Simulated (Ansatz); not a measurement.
A 3-atom cell of SrCl₂ started from a crystallographic database (r2SCAN geometry), in Ansatz:

```cif
data_structure
_symmetry_space_group_name_H-M 'Fm-3m'
_symmetry_Int_Tables_number 225
_cell_length_a 6.9953
_cell_length_b 6.9953
_cell_length_c 6.9953
_cell_angle_alpha 90.000
_cell_angle_beta 90.000
_cell_angle_gamma 90.000
_cell_volume 342.31
loop_
_atom_site_label
_atom_site_type_symbol
_atom_site_symmetry_multiplicity
_atom_site_Wyckoff_symbol
_atom_site_fract_x
_atom_site_fract_y
_atom_site_fract_z
_atom_site_occupancy
Sr1 Sr 4 a 0.00000 0.00000 0.00000 1
Cl1 Cl 8 c 0.25000 0.75000 0.75000 1
```

G0W0@PBE with 469 empty bands, a screening cutoff of 180 eV and a 4×4×4 mesh (PAW, contour deformation) gives 7.512 eV over the mesh points, from a PBE gap of 5.312 eV; it sums over 481 bands with 459 plane waves in the screening and a wave cutoff of 420 eV. G0W0 values are finite-basis, finite-mesh values. No spin polarisation and no zero-point or thermal motion.

Problem. Estimate the gap with starting point PBE0.

Solution. 8.316 eV (+0.804 eV), from a Kohn-Sham gap of 7.316 eV.

Problem. Estimate the gap with starting point HSE06.

Solution. 8.105 eV (+0.593 eV), from a Kohn-Sham gap of 6.591 eV.
